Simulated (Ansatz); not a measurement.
An Ansatz input (plane waves, PAW) for HfSi3 in the AuCu3-type structure that has something wrong with it:

```yaml
crystal:
  lattice:
    - [3.9735079819, 0.0, 0.0]
    - [0.0, 3.9735079819, 0.0]
    - [0.0, 0.0, 3.9735079819]
  atoms:
    - { symbol: Hf, position: [0.0, 0.0, 0.0] }
    - { symbol: Si, position: [0.0, 0.5, 0.5] }
    - { symbol: Si, position: [0.5, 0.5, 0.0] }
    - { symbol: Si, position: [0.5, 0.0, 0.5] }
basis:
  ecutwfc: 420
  ecutrho_ratio: 4
kpoints:
  mp_grid: { grid: [8, 8, 8] }
hamiltonian:
  xc: pbe
scf:
  occupations: { method: fixed }
  max_iter: 100
output:
  forces: true
  stress: true
```

Launched as:
```sh
ansatz run input.yaml --threads 2 --pin off --max-ram 2662MiB --backend cpu --events-out ev --progress --plain --runs-dir out
```

What the program printed:

SCF trace (energy estimate counted from the last row):
```
iteration   ΔE (eV)  density residual (eV)
        1  -3.9e-03                2.97e-2
        2  -2.6e-04                5.31e-3
        3  -3.0e-04                3.12e-4
        4   5.0e-05                7.46e-5
        5     0.000                1.43e-6
        6     0.000                2.45e-8
        7     0.000                3.30e-9
```

```
SCF 1 converged in 7 iterations: F = -17628.535031 eV  dr2 = 3.30e-9
SCF converged after 7 iterations
Free energy (F): -17628.535031 eV
E sigma→0 (E₀):  -17628.535031 eV
Fermi energy:    15.932299 eV
--- Forces (eV/Å), atoms counted from 1 ---
  atom   1  Hf     0.00000000     0.00000000     0.00000000
  atom   2  Si     0.00000000     0.00000000     0.00000000
  atom   3  Si     0.00000000     0.00000000     0.00000000
  atom   4  Si     0.00000000     0.00000000     0.00000000
--- Stress (GPa, compression-positive) ---
        1.861468       0.000000       0.000000
        0.000000       1.861468       0.000000
        0.000000       0.000000       1.861468
  P = ⅓ Tr σ = 1.8615 GPa (18.615 kbar)
```

Question: What is wrong with it?

Answer: Fixed occupations whatever the gap. Against the sound input: scf.occupations: {"method": "gaussian", "width": 0.05} → {"method": "fixed"} (the cap on iterations is only a precaution).

The run converged all the same; its warnings (band overlap at count, metallic iterate, unresolved pair at count) point to the fault. Its energy lies 113 meV/atom from the sound one. It ran for 2.4 s on 2 threads of Arm Neoverse V1 (shared host), peak memory 0.34 GiB. The run before the change (PBE, 420 eV, 8×8×8 mesh) gave:

```tsv
run	P (GPa)	gap on the mesh (eV)	cell moment (μB)	largest force component (eV/Å)
sound	0.0	metal	–	0.000
spoiled	1.9	metal	–	0.000
```

The cell came from substitution into a structure type; whether the compound takes it is for experiment to say.

Of that run: A displaced or strained copy of the relaxed cell lay 1.1 meV/atom lower, so the structure isn't a true minimum at this level, unless the mesh, which matters in a metal, makes it so.
